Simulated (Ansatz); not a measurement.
BAs:
```
CELL_PARAMETERS angstrom
      0.00000     2.30812     2.30812
      2.30812     0.00000     2.30812
      2.30812     2.30812     0.00000
ATOMIC_POSITIONS crystal
  B  0.00000 0.00000 0.00000
  As 0.50000 0.50000 0.50000
```

Relaxed with PBE. Special points in fractions of this cell's reciprocal vectors: Γ (0.000, 0.000, 0.000); X (0.500, 0.000, 0.500); U (0.625, 0.250, 0.625); K (0.375, 0.375, 0.750); L (0.500, 0.500, 0.500); W (0.500, 0.250, 0.750).

### Question
List the band energies nearest the Fermi level at these points for DFT-PBE in the program Ansatz with PAW potentials.

### Answer
In eV from the Fermi level; about four levels below and three above (degenerate sets whole), none deeper than 8.9 eV; points with the same levels are listed once.

```csv
k,below,above
Γ,0.00 0.00 0.00,3.43 7.67 7.67 7.67
X,-7.84 -3.69 -3.69 -3.38,3.74 10.55 10.55
U,-7.46 -7.05 -2.81 -0.54,7.30 7.38 9.55
L,–,1.08 1.08 1.35 1.35
W,-6.88 -6.31 -6.31,3.07 4.30 9.41 9.41
```

Space group Fm-3m (rock salt). The start of the workflow was typed in or built on a structure type; neither database checked (COD, Materials Project) lists it. It is not the phase usual at ambient conditions (space group No. 216). The PBE relaxation kept the symmetry of its start; whether a distortion lowers the energy is not shown. Its formation energy is positive at this level, so the cell may be metastable or incomplete. Scalar-relativistic: spin–orbit coupling is off unless named, which matters more the heavier the elements.

Potentials: the later of the program's two PAW sets.
